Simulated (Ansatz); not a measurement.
In plane-wave PAW PBEsol (Ansatz code), BAs in the rock salt structure (Fm-3m) relaxes to a = 4.571 Å. B has 6 nearest neighbours from 2.29 Å (octahedral); As has 6 nearest neighbours from 2.29 Å (octahedral). Its formation energy from the elements is 0.80 eV/atom, with no fitted shifts.

Electronic character: metallic (no gap). Gap from PBEsol with spin–orbit coupling: none (metallic).

An equation-of-state fit gives a bulk modulus of 142 GPa. The relaxed-ion elastic constants in GPa are C11 = 229, C12 = 97.1, C44 = 60.3. The elastic constants imply a Debye temperature near 472 K.

The start of the workflow was typed in or built on a structure type; neither database checked (COD, Materials Project) lists it. It is not the phase usual at ambient conditions (space group No. 216). The PBEsol relaxation kept the symmetry of its start. At this level the phase is dynamically unstable (imaginary phonons). Its formation energy is positive at this level, so the cell may be metastable or incomplete. As this level gives no gap, shear constants depend on the k-mesh and smearing (Fermi–Dirac, 0.1 eV here). The references are the lowest solids computed at this level, not always the standard phases. Scalar-relativistic: spin–orbit coupling is off unless named, which matters more the heavier the elements.

Potentials: the earlier of the program's two PAW sets. The files were generated under PBE; for other functionals the program regenerates the frozen cores, and for LDA and PBEsol the local potential too.
